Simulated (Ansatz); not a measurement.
Data:

TaSiNi:
```
CELL_PARAMETERS angstrom
      6.18292     0.00000     0.00000
      0.00000     3.66925     0.00000
      0.00000     0.00000     7.01253
ATOMIC_POSITIONS crystal
  Ta 0.51610 0.25000 0.82306
  Ta 0.48390 0.75000 0.17694
  Ta 0.98390 0.75000 0.32306
  Ta 0.01610 0.25000 0.67694
  Si 0.78312 0.25000 0.11419
  Si 0.21688 0.75000 0.88581
  Si 0.71688 0.75000 0.61419
  Si 0.28312 0.25000 0.38581
  Ni 0.65667 0.25000 0.42929
  Ni 0.34333 0.75000 0.57071
  Ni 0.84333 0.75000 0.92929
  Ni 0.15667 0.25000 0.07071
```

This is the r²SCAN-relaxed structure.

Q: All from the program Ansatz at the r²SCAN level (PAW), unless another level is named. Predict the electronic character.

A: metallic (no gap).

Q: Give the density of states at the Fermi level.

A: 0.53 states/eV per atom (mean over ±0.08 eV).

Q: Predict the formation energy from the elements (no fitted shifts).

A: -0.71 eV/atom.

Space group Pnma. The first step of the workflow began from a Materials Project structure, measured or hypothetical; the Crystallography Open Database copy checked does not list it. Its standing as an ambient phase is unchecked. The cell was relaxed with r²SCAN under the symmetry of its start; its stability against distortions is not shown here. The run is not spin-polarised. The references are the lowest solids computed at this level, not always the standard phases. Scalar-relativistic: spin–orbit coupling is off unless named, which matters more the heavier the elements.

Potentials: the earlier of the program's two PAW sets.
